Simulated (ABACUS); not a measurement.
## Variants of one calculation on CoSi2 (Fm-3m, 3 atoms in the cell; from Materials Project mp-2379)

```xyz
3
Lattice="0.0000 2.6564 2.6564 2.6564 0.0000 2.6564 2.6564 2.6564 0.0000" Properties=species:S:1:pos:R:3 pbc="T T T"
Co     0.0000     0.0000     0.0000
Si     3.9846     3.9846     3.9846
Si     1.3282     1.3282     1.3282
```

Base run A: PBEsol, PseudoDojo 0.4 standard norm-conserving PBEsol (tails mended) pseudopotentials (ABACUS), self-consistent single point.

Its settings: KPT = Gamma 8 8 8 0 0 0; basis_type = pw; dft_functional = PBESOL; ecutwfc = 96 Ry; smearing_method = mv; smearing_sigma = 0.00734986 Ry; potentials = PseudoDojo 0.4 standard norm-conserving PBEsol (tails mended); symmetry = 1; symmetry_prec = 1e-05; ks_solver = dav_subspace; scf_nmax = 100; scf_thr = 1.0e-09 Ry; mixing_type = broyden.

The run has no spin polarisation, so moments on Co cannot form. The structure comes from a collection of computed structures, made at another level of theory; the collection holds predicted forms beside known ones. No clean gap shows at this smearing width and mesh (spacing up to 0.26 Å⁻¹); the mesh is coarse for partly filled bands, so the values carry mesh errors.

ΔF is the free energy per atom less that of run A. 

```json
[
 {"run": "A", "change": "base", "ΔF (meV/atom)": "0.00", "pressure (GPa)": "-0.19", "largest force (eV/Å)": "0.000", "k-points": "29", "rough cost (cheapest run = 1)": "1"},
 {"run": "B", "change": "lattice vector b scaled by 0.99", "ΔF (meV/atom)": "1.66", "pressure (GPa)": "1.83", "largest force (eV/Å)": "0.122", "k-points": "150", "rough cost (cheapest run = 1)": "5"},
 {"run": "C", "change": "lattice vector b scaled by 1.01", "ΔF (meV/atom)": "1.82", "pressure (GPa)": "-2.05", "largest force (eV/Å)": "0.113", "k-points": "150", "rough cost (cheapest run = 1)": "5"},
 {"run": "D", "change": "lattice vector c scaled by 0.99", "ΔF (meV/atom)": "1.66", "pressure (GPa)": "1.83", "largest force (eV/Å)": "0.122", "k-points": "150", "rough cost (cheapest run = 1)": "5"},
 {"run": "E", "change": "lattice vector c scaled by 1.01", "ΔF (meV/atom)": "1.82", "pressure (GPa)": "-2.05", "largest force (eV/Å)": "0.113", "k-points": "150", "rough cost (cheapest run = 1)": "5"},
 {"run": "F", "change": "lattice vector a scaled by 0.99", "ΔF (meV/atom)": "1.66", "pressure (GPa)": "1.83", "largest force (eV/Å)": "0.122", "k-points": "150", "rough cost (cheapest run = 1)": "5"},
 {"run": "G", "change": "lattice vector a scaled by 1.01", "ΔF (meV/atom)": "1.82", "pressure (GPa)": "-2.05", "largest force (eV/Å)": "0.113", "k-points": "150", "rough cost (cheapest run = 1)": "5"}
]
```

Run E against A: The free energy goes up by 1.8 meV/atom, the pressure goes from -0.19 to -2.05 GPa and the largest force goes from 0.000 to 0.113 eV/Å.

Run B against A: The free energy goes up by 1.7 meV/atom, the pressure goes from -0.19 to 1.83 GPa and the largest force goes from 0.000 to 0.122 eV/Å.

Small differences between rows can be mesh errors.

“Tails mended”: in these copies of the files the far tail of each local potential was reset to the Coulomb form.
